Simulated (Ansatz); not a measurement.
Relaxed-ion elastic tensor of Cu2Se (anti-fluorite, Fm-3m) in GPa (Voigt order), the program Ansatz at the PBEsol level (PAW); density 7.32 g/cm³, 15.58 Å³ per atom.

```
 103  98.3  98.3   0.0   0.0   0.0
98.3   103  98.3   0.0   0.0   0.0
98.3  98.3   103   0.0   0.0   0.0
 0.0   0.0   0.0  13.0   0.0   0.0
 0.0   0.0   0.0   0.0  13.0   0.0
 0.0   0.0   0.0   0.0   0.0  13.0
```

### Question
Is the crystal mechanically stable?

### Answer
Yes: the smallest eigenvalue of C is 4.4 GPa.

### Question
Work out the Voigt, Reuss and Hill averages.

### Answer
K_V = 99.8, K_R = 99.8, K_H = 99.8; G_V = 8.7, G_R = 4.4, G_H = 6.5 GPa.

### Question
Give Young's modulus, Poisson's ratio, Pugh's ratio and the universal anisotropy index.

### Answer
E = 9KG/(3K + G) = 19.2 GPa; ν = 0.47; K/G = 15.26 (ductile by the Pugh limit of 1.75); A_U = 5G_V/G_R + K_V/K_R − 6 = 4.88.

### Question
Estimate the sound speeds and the Debye temperature.

### Answer
v_l = √((K + 4G/3)/ρ) = 3850 m/s, v_t = √(G/ρ) = 945 m/s, mean 1080 m/s; Θ = (h/k)(3n/4πV)^(1/3) v_m = 129 K.

### Question
Give the Zener ratio and Young's modulus along [100], [110] and [111].

### Answer
A = 2C44/(C11 − C12) = 5.90; 1/E = S11 − 2(S11 − S12 − S44/2)Γ with Γ = 0, 1/4, 1/3 gives 6.6, 17.2, 37.4 GPa.

### Question
Solve the Christoffel equation for the three sound speeds along [100], [110], [111].

### Answer
Eigenvalues of C_ijkl n_j n_l equal ρv². In km/s, slowest first: [100] 1.33, 1.33, 3.75; [110] 0.55, 1.33, 3.94; [111] 0.89, 0.89, 4.00.

The first step of the workflow began from a Materials Project structure, measured or hypothetical; the Crystallography Open Database copy checked does not list it. COD files the formula under space group No. 216, so this cell is another polymorph or a model. Its standing as an ambient phase is unchecked. Symmetry was held in the PBEsol relaxation; of distortions, only those at the zone centre were tested. No spin polarisation was allowed. A small band overlap can be real or an error of a semilocal functional. As this level gives no gap, shear constants depend on the k-mesh and smearing (Fermi–Dirac, 0.1 eV here).

Potentials: the later of the program's two PAW sets.
